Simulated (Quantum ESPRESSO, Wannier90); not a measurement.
Wannier functions of GaN (wurtzite)

```xyz
4
Lattice="3.1889 0.0000 0.0000 -1.5945 2.7617 0.0000 0.0000 0.0000 5.1924" Properties=species:S:1:pos:R:3 pbc="T T T"
Ga    -1.5945     0.9206     2.5914
Ga     1.5945    -0.9206    -0.0048
N     -1.5945     0.9206    -0.6443
N      1.5945    -0.9206     1.9519
```

Cell from Materials Project (mp-804), symmetrised, no further relaxation. COD (Crystallography Open Database) has the formula in 2 space groups, this one among them (matched by group alone). Computed values, not measurements, from PBEsol: Quantum ESPRESSO (norm-conserving PseudoDojo potentials, cutoff 68 Ry, spinors with spin-orbit coupling) on a Γ-centred 6×6×4 mesh, then Wannier90. Density: 12×12×6 mesh, cold smearing 0.01 Ry.

A tight-binding model is made by disentanglement and projection with no localisation steps (num_iter = 0), so the 32 orbitals stay atom-like: hydrogen-like Ga: s;p; N: s;p, axes along x, y, z; frozen window up to 3.38 eV relative to the valence-band maximum. It follows pw.x to 3.8 meV rms for states up to 2.9 eV relative to the valence-band maximum. Matrix elements depend on this choice of orbitals and windows. Bands 5–24 (Ga 3d 90 %, N 2s 5 %) lie between the kept ones and are excluded.

The 20 largest hoppings ⟨m,0|H|n,R⟩ between different sites (one of each Hermitian pair; signs follow the real orbitals' lobes; the list may end inside a set of equal values):

```csv
m,n,R,distance of the centres (Å),t (eV),Im t (eV)
N4 pz↑,Ga2 pz↑,0 0 0,2.17,3.450,0.000
N4 pz↓,Ga2 pz↓,0 0 0,2.17,3.450,0.000
Ga1 pz↑,N3 pz↑,0 0 1,2.17,3.450,0.000
Ga1 pz↓,N3 pz↓,0 0 1,2.17,3.450,0.000
Ga2 py↑,N3 py↑,1 0 0,2.14,2.952,0.000
Ga2 py↓,N3 py↓,1 0 0,2.14,2.952,0.000
N4 py↑,Ga1 py↑,1 0 0,2.14,2.952,0.000
N4 py↓,Ga1 py↓,1 0 0,2.14,2.952,0.000
N4 s↑,Ga2 pz↑,0 0 0,2.16,-2.931,0.000
N4 s↓,Ga2 pz↓,0 0 0,2.16,-2.931,0.000
Ga1 pz↑,N3 s↑,0 0 1,2.16,-2.931,0.000
Ga1 pz↓,N3 s↓,0 0 1,2.16,-2.931,0.000
N4 pz↑,Ga2 s↑,0 0 0,1.98,2.843,0.000
N4 pz↓,Ga2 s↓,0 0 0,1.98,2.843,0.000
Ga1 s↑,N3 pz↑,0 0 1,1.98,2.843,0.000
Ga1 s↓,N3 pz↓,0 0 1,1.98,2.843,0.000
Ga2 py↑,N3 s↑,1 0 0,2.12,-2.811,0.000
Ga2 py↓,N3 s↓,1 0 0,2.12,-2.811,0.000
N4 s↑,Ga1 py↑,1 0 0,2.12,2.811,0.000
N4 s↓,Ga1 py↓,1 0 0,2.12,2.811,0.000
```
